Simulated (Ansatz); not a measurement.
CaCu₂S₂:
Space group P-3m1 (No. 164); a = 3.894 Å, b = 3.894 Å, c = 6.506 Å, α = 90.00°, β = 90.00°, γ = 120.00°

```tsv
atom	site	symmetry	x	y	z
Cu	2d	3m.	0.3333	0.6667	0.3744
Ca	1a	-3m.	0.0000	0.0000	0.0000
S	2d	3m.	0.6667	0.3333	0.2588
```

Relaxed with r²SCAN.

Question: Tabulate the valence density and the electron localisation function along the shortest Ca–S contact (2.81 Å), DFT-r²SCAN in the program Ansatz with PAW potentials.

Answer: 

| distance from Ca (Å) | density (e/Å³) | ELF |
|---|---|---|
| 0.28 | 5.96 | 0.81 |
| 0.42 | 4.71 | 0.85 |
| 0.56 | 3.17 | 0.86 |
| 0.70 | 1.80 | 0.83 |
| 0.84 | 0.89 | 0.70 |
| 0.98 | 0.42 | 0.35 |
| 1.12 | 0.23 | 0.10 |
| 1.26 | 0.18 | 0.08 |
| 1.40 | 0.20 | 0.24 |
| 1.55 | 0.27 | 0.58 |
| 1.69 | 0.39 | 0.77 |
| 1.83 | 0.58 | 0.84 |
| 1.97 | 0.82 | 0.86 |
| 2.11 | 1.05 | 0.83 |
| 2.25 | 1.14 | 0.72 |
| 2.39 | 0.97 | 0.45 |
| 2.53 | 0.56 | 0.11 |

The density is the valence pseudo-density with augmentation charge, so density and ELF within about 1 Å of a nucleus are not all-electron values.

The workflow started from an entry of the Crystallography Open Database (COD, 293 K). Its standing as an ambient phase is unchecked. The cell was relaxed with r²SCAN under the symmetry of its start; whether a distortion lowers the energy is not shown. No spin polarisation was allowed.

Potentials: the later of the program's two PAW sets.
